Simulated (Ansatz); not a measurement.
The start is a generated cell, Bi placed in the AFLOW prototype A_cI16_220_c (as in Li). The structure is fully relaxed (lattice and positions, P = 0) with r2SCAN (plane waves to 500 eV, PAW, scalar-relativistic; Ansatz, a program for electronic structure). The first steps use a coarse 6×6×6 k-mesh.

Input geometry:
```
Bi
1.0
   -4.05710     4.05710     4.05710
    4.05710    -4.05710     4.05710
    4.05710     4.05710    -4.05710
Bi
8
Direct
  0.40200   0.40200   0.40200
  0.50000   0.00000   0.09800
  0.00000   0.09800   0.50000
  0.09800   0.50000   0.00000
  0.90200   0.90200   0.90200
  0.50000   0.00000   0.59800
  0.00000   0.59800   0.50000
  0.59800   0.50000   0.00000
```

Problem. How does the volume change?

Solution. +4.0 %, from 33.39 to 34.74 Å³/atom.

Problem. How do the shortest distances between atoms change?

Solution. The closest pairs of elements (up to four, under 3.6 Å), start → end: Bi–Bi 3.36 → 3.18 Å.

Problem. Is the relaxed structure metallic? Give its gap.

Solution. No gap (metallic).

Problem. Give the final cell and atomic positions.

Solution. 
Space group I-43d (No. 220); a = b = c = 8.222 Å, α = β = γ = 90.00°

```
atom  site  symmetry       x       y       z
----  ----  --------  ------  ------  ------
Bi     16c       .3.  0.1801  0.1801  0.1801
```
(The calculation used a cell of 8 atoms; values per cell refer to that cell.)

The space group stays I-43d (No. 220) (the run could not lower it); the end is AFLOW prototype A_cI16_220_c (as in Li), with 8 atoms in the primitive cell. Final values are on a 8×8×8 k-mesh of the relaxed cell. No spin polarisation in the result.

The run could not lose the symmetry of its start, so the end can be a saddle point.

The relaxed structure here is a generated cell of Bi: the first start was made by placing the elements on the sites of a structure type, and the end was not matched to a known phase here, so it may be hypothetical. Known forms of Bi include space group No. 166.
